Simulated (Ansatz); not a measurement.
# SbO6: computed properties

These are results of Ansatz, DFT PBE, scalar-relativistic, plane waves, PAW, not measurements.

Settings: cutoff 420 eV, Γ-centred mesh 10×10×10 on the computed 7-atom cell, Gaussian smearing of 0.10 eV; no spin polarisation.

The structure is relaxed at this level of theory with its symmetry kept, and needn't be the ground state of this composition.

```xyz
7
Lattice="-2.9196 2.9196 2.9196 2.9196 -2.9196 2.9196 2.9196 2.9196 -2.9196" Properties=species:S:1:pos:R:3 pbc="T T T"
Sb    0.0000    0.0000    0.0000
O     3.5727    0.0000    0.0000
O     2.2665    0.0000    0.0000
O     0.0000    0.0000    3.5727
O     0.0000    0.0000    2.2665
O     0.0000    3.5727    0.0000
O     0.0000    2.2665    0.0000
```

- Space group: Im-3m (No. 229)
- Volume per atom: 14.22 Å³
- Formation energy from the elements' standard states (uncorrected): +0.372 eV/atom
- Kohn–Sham band gap: none (metal)
- Density of states at the Fermi level: 9.0 states/eV per cell
- Orbital (Löwdin) character within 0.5 eV of the Fermi level: O 2p 95 %
- Bader charge by site (e): Sb (1 in the cell) 2.06, O (6 in the cell) -0.34

Spin-orbit coupling is left out, which matters for the bands of heavy elements. Spin polarisation was left out, and a magnetic state may lie lower.

The cell was found from a structure generator's guess, not taken from experiment. Löwdin shares on free-atom orbitals overweight diffuse shells.
